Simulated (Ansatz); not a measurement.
Total density of states per atom from r²SCAN+D4 (plane waves, PAW; program Ansatz), in 0.25 eV bins, energy from the Fermi level:

| E (eV) | states/eV/atom |
|---|---|
| -7.85 | 0.02 |
| -7.60 | 0.00 |
| -7.35 | 0.00 |
| -7.10 | 0.00 |
| -6.85 | 0.00 |
| -6.60 | 0.00 |
| -6.35 | 0.00 |
| -6.10 | 0.00 |
| -5.85 | 0.00 |
| -5.60 | 0.00 |
| -5.35 | 0.00 |
| -5.10 | 0.00 |
| -4.85 | 0.08 |
| -4.60 | 0.29 |
| -4.35 | 0.43 |
| -4.10 | 0.44 |
| -3.85 | 0.50 |
| -3.60 | 0.57 |
| -3.35 | 0.69 |
| -3.10 | 0.81 |
| -2.85 | 0.87 |
| -2.60 | 0.87 |
| -2.35 | 0.87 |
| -2.10 | 0.87 |
| -1.85 | 0.93 |
| -1.60 | 0.87 |
| -1.35 | 0.82 |
| -1.10 | 0.75 |
| -0.85 | 0.57 |
| -0.60 | 0.41 |
| -0.35 | 0.27 |
| -0.10 | 0.10 |
| 0.15 | 0.04 |
| 0.40 | 0.21 |
| 0.65 | 0.53 |
| 0.90 | 0.87 |
| 1.15 | 0.67 |
| 1.40 | 0.64 |
| 1.65 | 0.62 |
| 1.90 | 0.61 |
| 2.15 | 0.62 |
| 2.40 | 0.66 |
| 2.65 | 0.95 |
| 2.90 | 0.74 |
| 3.15 | 0.57 |
| 3.40 | 0.59 |
| 3.65 | 0.65 |
| 3.90 | 0.70 |
| 4.15 | 0.52 |
| 4.40 | 0.42 |
| 4.65 | 0.38 |

Problem. Which compound is it?
A) O, α-O2
B) PbIBr, Pnma (Pb on 4c, I on 4c, Br on 4c)
C) Bi, A7 (α-As type)
D) In, hcp (Mg type)

Solution. C, Bi, A7 (α-As type). Within 0.5 eV of the Fermi level: Bi 6p 87 %, Bi 6s 11 %. Projections are on Löwdin-orthogonalised atomic valence shells; empty p or d shells of many metals are not among them.

Space group R-3m (A7 (α-As type)). The r²SCAN+D4 relaxation kept the symmetry of its start. The pairwise dispersion correction was not fitted to metals. Spin–orbit coupling is left out wherever it is not named.

Potentials: the later of the program's two PAW sets.
